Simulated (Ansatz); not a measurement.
CdTe:
```xyz
2
Lattice="0.0000 3.2449 3.2449 3.2449 0.0000 3.2449 3.2449 3.2449 0.0000" Properties=species:S:1:pos:R:3 pbc="T T T"
Cd     0.0000     0.0000     0.0000
Te     4.8673     4.8673     4.8673
```

Relaxed with PBEsol.

Task: Give the optical modes at the zone centre with their infrared activity from DFPT, plane-wave PAW PBEsol (Ansatz code).

Result: Transverse frequencies, without the LO–TO term; a row sums one degenerate level.

```
ω (cm⁻¹)  degeneracy  IR ((D/Å)²/amu)  activity  symmetry
--------  ----------  ---------------  --------  --------
141                3             5.55        IR        T2
```

Space group F-43m (zinc blende). Symmetry was held in the PBEsol relaxation. Spin–orbit coupling is left out wherever it is not named.

Potentials: the earlier of the program's two PAW sets. The files were generated under PBE; for other functionals the program regenerates the frozen cores, and for LDA and PBEsol the local potential too.
